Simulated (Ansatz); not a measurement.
Relaxed-ion elastic tensor of SiMo in space group P-6m2 (No. 187; Si on 1a, Mo on 1d) in GPa (Voigt order), PBEsol (plane waves, PAW; program Ansatz); density 7.09 g/cm³, 14.53 Å³ per atom.

|  | 1 | 2 | 3 | 4 | 5 | 6 |
|---|---|---|---|---|---|---|
| 1 | 278 | 141 | 185 | 0.0 | 0.0 | 0.0 |
| 2 | 141 | 278 | 185 | 0.0 | 0.0 | 0.0 |
| 3 | 185 | 185 | 393 | 0.0 | 0.0 | 0.0 |
| 4 | 0.0 | 0.0 | 0.0 | 191 | 0.0 | 0.0 |
| 5 | 0.0 | 0.0 | 0.0 | 0.0 | 191 | 0.0 |
| 6 | 0.0 | 0.0 | 0.0 | 0.0 | 0.0 | 68.5 |

Question: Is the crystal mechanically stable?

Answer: Yes: the smallest eigenvalue of C is 68.5 GPa.

Question: Work out the Voigt, Reuss and Hill averages.

Answer: K_V = 219, K_R = 207, K_H = 213; G_V = 119, G_R = 93.7, G_H = 106 GPa.

Question: Give Young's modulus, Poisson's ratio, Pugh's ratio and the universal anisotropy index.

Answer: E = 9KG/(3K + G) = 274 GPa; ν = 0.29; K/G = 2.00 (ductile by the Pugh limit of 1.75); A_U = 5G_V/G_R + K_V/K_R − 6 = 1.43.

Question: Estimate the sound speeds and the Debye temperature.

Answer: v_l = √((K + 4G/3)/ρ) = 7080 m/s, v_t = √(G/ρ) = 3880 m/s, mean 4320 m/s; Θ = (h/k)(3n/4πV)^(1/3) v_m = 527 K.

Question: How much does each axis shrink under pressure?

Answer: Linear compressibilities β_i = Σ_j S_ij (j = 1 to 3): x 2.2, y 2.2, z 0.50 per TPa.

The first step of the workflow began from a Materials Project structure, measured or hypothetical; the Crystallography Open Database copy checked does not list it. Whether it is the stable phase at ambient conditions was not checked. The cell was relaxed with PBEsol under the symmetry of its start; its stability against distortions is not shown here. No spin polarisation was allowed. As this level gives no gap, shear constants depend on the k-mesh and smearing (Fermi–Dirac, 0.1 eV here).

Potentials: the later of the program's two PAW sets.
